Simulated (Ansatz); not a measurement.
Tl:
```
CELL_PARAMETERS angstrom
      3.50079     0.00000     0.00000
     -1.75040     3.03177     0.00000
      0.00000     0.00000     5.57377
ATOMIC_POSITIONS crystal
  Tl 0.33333 0.66667 0.75000
  Tl 0.66667 0.33333 0.25000
```

Relaxed with r²SCAN+D4. Special points in fractions of this cell's reciprocal vectors: Γ (0.000, 0.000, 0.000); M (0.500, 0.000, 0.000); K (0.333, 0.333, 0.000); A (0.000, 0.000, 0.500); L (0.500, 0.000, 0.500); H (0.333, 0.333, 0.500).

Q: List the band energies nearest the Fermi level at these points for r²SCAN+D4 (plane waves, PAW; program Ansatz).

A: In eV from the Fermi level; about four levels below and three above (degenerate sets whole), none deeper than 8.9 eV; points with the same levels are listed once.

```csv
k,below,above
Γ,-5.42 -2.82,7.86 7.86 9.95 9.95
M,-6.13 -4.94 -0.81,0.50 1.32 3.82
K,-4.95 -4.95 -1.30,1.72 1.72 2.80
A,-8.85 -8.85,3.36 3.36 8.85 8.85 8.85 8.85
L,-5.08 -5.08 -2.28 -2.28,5.51 5.51 6.12 6.12
H,-4.46 -4.46 -0.95 -0.95,0.23 0.23 7.65 7.65
```

Space group P6_3/mmc (hcp (Mg type)). The cell was relaxed with r²SCAN+D4 under the symmetry of its start. The pairwise dispersion correction was not fitted to metals. Spin–orbit coupling is left out wherever it is not named.

Potentials: the earlier of the program's two PAW sets.
